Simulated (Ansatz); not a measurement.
## Zone-centre phonons of ZrGe at 19.2 GPa: input and output

Method: DFT PBEsol, scalar-relativistic, plane waves, PAW (Ansatz).

Launched with:
```bash
ansatz run input.yaml --threads 1 --pin off --max-ram 1228MiB --backend cpu --events-out ev --progress --plain --runs-dir out
```

Input (bare energies are in eV):
```yaml
crystal:
  lattice:
    - [0.0, 2.5961, 2.5961]
    - [2.5961, 0.0, 2.5961]
    - [2.5961, 2.5961, 0.0]
  atoms:
    - { symbol: Zr, position: [0.0, 0.0, 0.0] }
    - { symbol: Ge, position: [0.5, 0.5, 0.5] }
basis:
  ecutwfc: 420
kpoints:
  mp_grid: { grid: [14, 14, 14] }
hamiltonian:
  xc: pbesol
scf:
  occupations: { method: fermi_dirac, width: 0.15 }
output:
  eigenvalues: true
phonons:
  method: dfpt
  eigenvectors: true
```

The end of the output:
```
--- Phonons (Γ-DFPT): 2 representative perturbations + reference, on 244 of 2744 k-points (Σ response iterations 6) ---
  k mesh reduced under 8 symmetry operations, with k and −k counted as one. Each operation leaves every solved perturbation unchanged. A smaller set is not used because it would not reduce the number of displacements ...
  ASR residual: 2.536e-4 → 0.000e0 eV/Å²; symmetrization residual: 5.430e-6 eV/Å²
  ASR residual per site (eV/Å²): 2.54e-4 3.51e-6
  Γ frequencies (cm⁻¹): 0.00 0.00 0.00 302.68 302.68 302.68
  non-analytic LO–TO correction: not included (Born effective charges unavailable; polar crystals: no LO–TO splitting at Γ)
```

The run took 85 s on 1 thread of Arm Neoverse N1 (shared host), peak memory 0.75 GiB.

The cell is the ideal cubic rocksalt prototype; whether it is the stable structure of this composition wasn't checked. In a metal, frequencies and elastic constants depend on the k mesh and the smearing, soft modes and shear constants most.